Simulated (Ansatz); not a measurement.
# Data sheet: AgW (DFT)

AgW:
```
CELL_PARAMETERS angstrom
      4.58741     0.00000     0.00000
      0.00000     2.70152     0.00000
      0.00000     0.00000     5.15073
ATOMIC_POSITIONS crystal
  W  0.25000 0.00000 0.86598
  W  0.75000 0.00000 0.13402
  Ag 0.25000 0.50000 0.36152
  Ag 0.75000 0.50000 0.63848
```

Space group Pmma (No. 51); conventional cell a = 4.5874 Å, b = 2.7015 Å, c = 5.1507 Å, α = 90.00°, β = 90.00°, γ = 90.00°.

Method: DFT-PBEsol in the program Ansatz with PAW potentials. Structure relaxed to zero pressure with the same functional. Other levels are named where they apply.

Cell and energy:

```yaml
volume_per_atom: 15.96 Å³
density: 15.18 g/cm³
Formation energy from the elements (no fitted shifts): 0.63 eV/atom
```

Electronic structure:

```yaml
electronic_character: metallic (no gap)
Density of states at the Fermi level: 0.79 states/eV per atom (mean over ±0.08 eV)
Gap with spin–orbit coupling: none (metallic)
```

Mechanics:

```yaml
Bulk modulus (Birch–Murnaghan fit): 206 GPa
Pressure derivative B′: 5.3
```

Phonons:

```yaml
highest_zone_centre_frequency: 211 cm⁻¹
zone_centre_stability: unstable, softest mode 89i cm⁻¹
```

The start of the workflow was typed in or built on a structure type; neither database checked (COD, Materials Project) lists it. Its standing as an ambient phase is unchecked. The PBEsol relaxation kept the symmetry of its start. The run is not spin-polarised. Its formation energy is positive at this level, so the cell may be metastable or incomplete. As this level gives no gap, phonon frequencies hold no LO–TO term and depend on the k-mesh and smearing (Fermi–Dirac, 0.1 eV here). Axis ratios of metals converge slowly with the k-mesh, so a and c are less sure than the volume. The references are the lowest solids computed at this level, not always the standard phases. Scalar-relativistic: spin–orbit coupling is off unless named, which matters more the heavier the elements.

Potentials: the later of the program's two PAW sets.
